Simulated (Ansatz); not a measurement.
From the elastic tensor of Be5ZnSe6 to moduli and sound speeds

Theory: DFT PBE, scalar-relativistic, plane waves, PAW in Ansatz. Cutoff 420 eV, 6×6×4 k-points (Γ-centred), fixed occupations. No spin polarisation.

Space group P31m (No. 157), trigonal, a = 6.435 Å, c = 6.119 Å. Be on a site of symmetry m is surrounded by 4 Se at 2.25–2.27 Å; Be on a site of symmetry 3 is surrounded by 4 Se at 2.22–2.27 Å; Zn is surrounded by 4 Se at 2.45 Å; Se on a site of symmetry m has 3 Be at 2.22–2.25 Å and 1 Zn at 2.45 Å; around Se on a site of symmetry 3m lie 3 Be at 2.27 Å and 1 Zn at 2.45 Å; Se on a site of symmetry 3 has 4 Be at 2.27 Å.

The cell was found from a structure generator's guess, not taken from experiment.

Relaxed-ion constants (GPa, on the Cartesian axes of the calculation):
```
138.1  44.0  29.7   0.0   0.9   0.0
 44.0 138.1  29.7   0.0  -0.9   0.0
 29.7  29.7 160.0   0.0   0.0   0.0
  0.0   0.0   0.0  39.4   0.0  -0.9
  0.9  -0.9   0.0   0.0  39.4   0.0
  0.0   0.0   0.0  -0.9   0.0  47.1
```

Density 4.422 g/cm³; 12 atoms in 219.42 Å³.

With S = C⁻¹: B_V = (C11+C22+C33+2(C12+C13+C23))/9, G_V = (C11+C22+C33−C12−C13−C23+3(C44+C55+C66))/15, 1/B_R = S11+S22+S33+2(S12+S13+S23), 15/G_R = 4(S11+S22+S33−S12−S13−S23)+3(S44+S55+S66); Hill is their mean. Then v_l = √((B+4G/3)/ρ), v_t = √(G/ρ), v_m = [(2/v_t³+1/v_l³)/3]^(−1/3) and Θ = (ħ/k_B)·v_m·(6π²n/V)^(1/3) for n atoms in the volume V; E = 9BG/(3B+G), ν = (3B−2G)/(2(3B+G)) and A^U = 5G_V/G_R + B_V/B_R − 6.

```json
{
  "Bulk modulus, Voigt / Reuss / Hill": "71.4 / 71.4 / 71.4 GPa",
  "Shear modulus, Voigt / Reuss / Hill": "47.4 / 45.9 / 46.6 GPa",
  "Young's modulus": "115 GPa",
  "Poisson ratio": "0.232",
  "Pugh ratio B/G": "1.53 (under 1.75, the rule of thumb for brittle)",
  "Universal anisotropy index": "0.16",
  "Longitudinal and transverse sound speeds": "5497 and 3248 m/s",
  "Debye temperature from the mean sound speed": "407 K"
}
```
